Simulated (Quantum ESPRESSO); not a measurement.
# Zr2Al4WPd: input and log of a self-consistent run

Simulated, not a measurement. The program is pw.x of Quantum ESPRESSO 7.5 (plane-wave density functional theory). The cell is made up: eight metal atoms on a face-centred cubic lattice, with elements, volume, strain and displacements drawn at random and not relaxed, so it may be unstable or far from any real phase. PseudoDojo standard norm-conserving files set the functional (PBE unless stated); there is no spin polarisation or spin-orbit coupling, the Fermi-Dirac width of 0.25 eV means electrons at about 2900 K, and the masses in the input are unused placeholders. Heavy elements are run without spin-orbit coupling, which real alloys of them have. A spin test at this wide smearing found no moment, but such smearing suppresses magnetism that the real alloy may have.

Input:

```
&control calculation='scf', pseudo_dir='./dojo.nc.sr.pbe.v0_5.standard.upf', outdir='./o', disk_io='minimal', tprnfor=.true., tstress=.true. /
&system ibrav=0, nat=8, ntyp=4, nbnd=47, ecutwfc=82.02448710, nosym=.true., tot_charge=0,
 occupations='smearing', smearing='fd', degauss=0.0183746611
/
&electrons conv_thr=1.470e-08, electron_maxstep=70, mixing_beta=0.5 /
ATOMIC_SPECIES
Al 1.0 Al.upf
Pd 1.0 Pd.upf
W 1.0 W.upf
Zr 1.0 Zr.upf
CELL_PARAMETERS angstrom
-0.0094 -0.0258 -4.1021
-4.175 0.0484 -0.0094
1.9954 8.1769 2.1073
ATOMIC_POSITIONS angstrom
Zr 0.0641 -0.0692 0.1583
Al -2.0179 2.005 -0.0798
W 0.0181 4.1653 -0.0104
Pd -2.0431 6.1484 0.1222
Al -1.9623 0.06 -2.0339
Al 0.0219 2.1661 -1.9308
Al -2.1558 4.0981 -1.926
Zr -0.1177 6.1429 -2.0571
K_POINTS automatic
6 6 3 1 1 1
```

The log is shortened where brackets say so; the opening notice, blank lines, dates and the lines on written files are dropped, and the path of the files is cut. It prints rydbergs, bohrs and kilobars, and counts compression as positive stress. Its total energy is the free energy E - TS of the whole cell.

```
     Program PWSCF v.7.5
     Parallel version (MPI & OpenMP), running on       4 processor cores
     Number of MPI processes:                 4
     Threads/MPI process:                     1
     [start-up lines left out]
     bravais-lattice index     =            0
     lattice parameter (alat)  =       7.7520  a.u.
     unit-cell volume          =     946.1689 (a.u.)^3
     number of atoms/cell      =            8
     number of atomic types    =            4
     number of electrons       =        68.00
     number of Kohn-Sham states=           47
     kinetic-energy cutoff     =      82.0245  Ry
     charge density cutoff     =     328.0979  Ry
     scf convergence threshold =      1.5E-08
     mixing beta               =       0.5000
     number of iterations used =            8  plain     mixing
     Exchange-correlation= PBE
                           (   1   4   3   4   0   0   0)
     [axes and pseudopotential details left out]
   Cartesian axes
     site n.     atom                  positions (alat units)
         1        Zr     tau(   1) = (   0.0156258  -0.0168690   0.0385891  )
         2        Al     tau(   2) = (  -0.4919078   0.4887631  -0.0194530  )
         3        W      tau(   3) = (   0.0044123   1.0153840  -0.0025352  )
         4        Pd     tau(   4) = (  -0.4980508   1.4988085   0.0297890  )
         5        Al     tau(   5) = (  -0.4783540   0.0146263  -0.4958081  )
         6        Al     tau(   6) = (   0.0053386   0.5280348  -0.4706752  )
         7        Al     tau(   7) = (  -0.5255239   0.9990025  -0.4695051  )
         8        Zr     tau(   8) = (  -0.0286920   1.4974677  -0.5014636  )
     number of k points=    54  Fermi-Dirac smearing, width (Ry)=  0.0184
                       cart. coord. in units 2pi/alat
        k(    1) = (  -0.0802440   0.1248269  -0.0839364), wk =   0.0370370
        k(    2) = (  -0.0841213  -0.2092244  -0.0818265), wk =   0.0370370
     [further k points left out]
     Dense  grid:    94951 G-vectors     FFT dimensions: (  45,  45,  96)
     Estimated max dynamical RAM per process >     266.36 MB
     Estimated total dynamical RAM >     995.88 MB
     Initial potential from superposition of free atoms
     starting charge      67.9848, renormalised to      68.0000
     Starting wfcs are   55 randomized atomic wfcs
     total cpu time spent up to now is        3.3 secs
     per-process dynamical memory:   208.6 Mb
     Self-consistent Calculation
     iteration #  1     ecut=    82.02 Ry     beta= 0.50
     Davidson diagonalization with overlap
     ethr =  1.00E-02,  avg # of iterations =  3.9
     total cpu time spent up to now is        9.5 secs
     total energy              =    -638.18658538 Ry
     estimated scf accuracy    <       8.88997435 Ry
     iteration #  2     ecut=    82.02 Ry     beta= 0.50
     Davidson diagonalization with overlap
     ethr =  1.00E-02,  avg # of iterations =  3.0
     total cpu time spent up to now is       15.8 secs
     total energy              =    -641.36727333 Ry
     estimated scf accuracy    <      28.82607201 Ry
     iteration #  3     ecut=    82.02 Ry     beta= 0.50
     Davidson diagonalization with overlap
     ethr =  1.00E-02,  avg # of iterations =  3.0
     total cpu time spent up to now is       21.6 secs
     total energy              =    -643.39602528 Ry
     estimated scf accuracy    <       9.42338641 Ry
     iteration #  4     ecut=    82.02 Ry     beta= 0.50
     Davidson diagonalization with overlap
     ethr =  1.00E-02,  avg # of iterations =  1.1
     total cpu time spent up to now is       26.2 secs
     total energy              =    -643.95176646 Ry
     estimated scf accuracy    <       3.46453526 Ry
     iteration #  5     ecut=    82.02 Ry     beta= 0.50
     Davidson diagonalization with overlap
     ethr =  5.09E-03,  avg # of iterations =  1.0
     total cpu time spent up to now is       30.7 secs
     total energy              =    -643.77553961 Ry
     estimated scf accuracy    <       1.70655924 Ry
     [iterations 6 to 11 left out]
     iteration # 12     ecut=    82.02 Ry     beta= 0.50
     Davidson diagonalization with overlap
     ethr =  5.46E-08,  avg # of iterations =  2.0
     total cpu time spent up to now is       72.0 secs
     total energy              =    -643.83632447 Ry
     estimated scf accuracy    <       0.00000911 Ry
     iteration # 13     ecut=    82.02 Ry     beta= 0.50
     Davidson diagonalization with overlap
     ethr =  1.34E-08,  avg # of iterations =  2.1
     total cpu time spent up to now is       77.3 secs
     total energy              =    -643.83632655 Ry
     estimated scf accuracy    <       0.00000455 Ry
     iteration # 14     ecut=    82.02 Ry     beta= 0.50
     Davidson diagonalization with overlap
     ethr =  6.69E-09,  avg # of iterations =  1.2
     total cpu time spent up to now is       82.0 secs
     total energy              =    -643.83632671 Ry
     estimated scf accuracy    <       0.00000062 Ry
     iteration # 15     ecut=    82.02 Ry     beta= 0.50
     Davidson diagonalization with overlap
     ethr =  9.13E-10,  avg # of iterations =  2.8
     total cpu time spent up to now is       87.4 secs
     total energy              =    -643.83632679 Ry
     estimated scf accuracy    <       0.00000008 Ry
     iteration # 16     ecut=    82.02 Ry     beta= 0.50
     Davidson diagonalization with overlap
     ethr =  1.15E-10,  avg # of iterations =  3.3
     total cpu time spent up to now is       92.8 secs
     End of self-consistent calculation
     [lines on levels left out]
!    total energy              =    -643.83632680 Ry
     estimated scf accuracy    <          1.7E-09 Ry
     smearing contrib. (-TS)   =      -0.08471362 Ry
     internal energy E=F+TS    =    -643.75161318 Ry
     The total energy is F=E-TS. E is the sum of the following terms:
     one-electron contribution =    -385.46015746 Ry
     hartree contribution      =     220.66969365 Ry
     xc contribution           =    -124.34314803 Ry
     ewald contribution        =    -354.61800134 Ry
     convergence has been achieved in  16 iterations
     Forces acting on atoms (cartesian axes, Ry/au):
     atom    1 type  4   force =     0.00352004    0.11323237   -0.02851635
     atom    2 type  1   force =    -0.00411454    0.03228360    0.03117384
     atom    3 type  3   force =    -0.00585470   -0.08942150    0.01503834
     atom    4 type  2   force =    -0.02482088   -0.01930922   -0.00985598
     atom    5 type  1   force =    -0.01484148   -0.00249098    0.01234542
     atom    6 type  1   force =     0.00156821    0.00619976   -0.02014155
     atom    7 type  1   force =     0.00896413    0.02017904   -0.01516959
     atom    8 type  4   force =     0.03557922   -0.06067306    0.01512586
     Total force =     0.178157     Total SCF correction =     0.000160
     Computing stress (Cartesian axis) and pressure
          total   stress  (Ry/bohr**3)                   (kbar)     P=        2.43
   0.00003665   0.00006149  -0.00006536            5.39        9.05       -9.61
   0.00006149   0.00015485  -0.00001101            9.05       22.78       -1.62
  -0.00006536  -0.00001101  -0.00014186           -9.61       -1.62      -20.87
     init_run     :      3.11s CPU      3.22s WALL (       1 calls)
     electrons    :     89.25s CPU     89.49s WALL (       1 calls)
     forces       :      1.07s CPU      1.09s WALL (       1 calls)
     stress       :      3.77s CPU      3.77s WALL (       1 calls)
     [timing details left out]
     PWSCF        :   1m37.27s CPU   1m37.67s WALL
     JOB DONE.
```

In other units: free energy -8759.839 eV for the cell, pressure 0.24 GPa, largest force component 2.911 eV/Å in size. The run took 99 s of wall time with four MPI processes on a shared machine (AMD EPYC, Zen 5, virtual cores), so the time is rough. A rerun of this cell at a higher cutoff and on a denser mesh moved values by no more than 0.002 eV in energy, 0.05 GPa in stress and 0.006 eV/Å in force, and a second program with other atomic files agreed on that cell to 2 % rms in force and 0.5 GPa in pressure.